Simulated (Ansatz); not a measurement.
Zr₃N₄:
```
Zr3N4
1.0
   -3.35130     3.35130     3.35130
    3.35130    -3.35130     3.35130
    3.35130     3.35130    -3.35130
N Zr
8 6
Direct
  0.14175   0.14175   0.14175
  0.85825   0.50000   0.00000
  0.50000   0.00000   0.35825
  0.00000   0.85825   0.50000
  0.35825   0.50000   0.00000
  0.64175   0.64175   0.64175
  0.00000   0.35825   0.50000
  0.50000   0.00000   0.85825
  0.25000   0.62500   0.37500
  0.37500   0.25000   0.62500
  0.75000   0.87500   0.12500
  0.12500   0.75000   0.87500
  0.62500   0.37500   0.25000
  0.87500   0.12500   0.75000
```

Relaxed with PBEsol. Special points in fractions of this cell's reciprocal vectors: Γ (0.000, 0.000, 0.000); H (0.500, -0.500, 0.500); N (0.000, 0.000, 0.500); P (0.250, 0.250, 0.250).

Q: List the band energies nearest the valence-band maximum at these points for the program Ansatz at the PBEsol level (PAW).

A: In eV from the valence-band maximum; about four levels below and three above (degenerate sets whole), none deeper than 8.9 eV; points with the same levels are listed once.

```tsv
k	below	above
Γ	-1.29 -1.29 -1.29 0.00 0.00 0.00	0.75 0.75 1.38 1.38 1.38
H	-0.39 -0.39 -0.39 -0.39	3.28 3.28 3.28 3.28 3.28 3.28
N	-1.65 -1.65 -0.72 -0.72	2.13 2.13 2.38 2.38
P	-1.67 -1.67 -1.67 -1.67 -1.32 -1.32	2.38 2.38 2.81 2.81 2.81 2.81
```

Space group I-43d. The PBEsol relaxation kept the symmetry of its start. No spin polarisation was allowed. Scalar-relativistic: spin–orbit coupling is off unless named, which matters more the heavier the elements.

Potentials: the later of the program's two PAW sets.
